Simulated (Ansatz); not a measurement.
Y3SiS2:
```yaml
crystal:
  lattice:
    - [-2.00334, 2.81929, 6.00423]
    - [2.00334, -2.81929, 6.00423]
    - [2.00334, 2.81929, -6.00423]
  atoms:
    - { symbol: Y, position: [0.83574, 0.33574, 0.50000] }
    - { symbol: Y, position: [0.16426, 0.66426, 0.50000] }
    - { symbol: Y, position: [0.50000, 0.00000, 0.50000] }
    - { symbol: Si, position: [0.00000, 0.00000, 0.00000] }
    - { symbol: S, position: [0.66734, 0.66734, 0.00000] }
    - { symbol: S, position: [0.33266, 0.33266, 0.00000] }
```

Relaxed with r²SCAN. Special points in fractions of this cell's reciprocal vectors: Γ (0.000, 0.000, 0.000); X (0.500, 0.500, -0.500); F2 (0.278, 0.722, -0.278); Σ0 (-0.278, 0.278, 0.278); Y0 (0.305, -0.305, 0.305); U0 (0.695, 0.305, -0.305); R (0.000, 0.500, 0.000); W (0.250, 0.250, 0.250); S (0.500, 0.000, 0.000); T (0.000, 0.000, 0.500).

### Question
List the band energies nearest the Fermi level at these points for DFT-r²SCAN in the program Ansatz with PAW potentials.

### Answer
In eV from the Fermi level; about four levels below and three above (degenerate sets whole), none deeper than 8.9 eV; points with the same levels are listed once.

| k | below | above |
|---|---|---|
| Γ | -4.10 -1.39 -1.04 -0.28 | 0.55 0.56 0.59 |
| X | -1.82 -1.59 -1.45 -0.81 | 1.01 1.33 1.33 |
| F2 | -1.57 -1.35 -1.08 -0.51 | 2.42 2.47 2.53 |
| Y0 | -2.56 -1.86 -1.04 -0.93 | 1.65 1.65 2.01 |
| R | -2.33 -1.48 -1.45 -1.41 | 0.34 1.40 2.42 |
| W | -5.03 -5.03 -2.78 -2.38 -2.20 | 1.71 1.72 2.25 |
| S | -4.31 -2.79 -2.14 -1.11 | 0.11 0.31 2.39 |
| T | -4.91 -2.88 -2.28 -2.20 | 1.69 1.74 2.13 |

Space group Immm. The first step of the workflow began from a Materials Project structure, measured or hypothetical; the Crystallography Open Database copy checked does not list it. Its standing as an ambient phase is unchecked. The cell was relaxed with r²SCAN under the symmetry of its start; its stability against distortions is not shown here. No spin polarisation was allowed. With an odd number of electrons in the cell and no spin polarisation, the count alone makes it a metal. Scalar-relativistic: spin–orbit coupling is off unless named, which matters more the heavier the elements.

Potentials: the later of the program's two PAW sets.
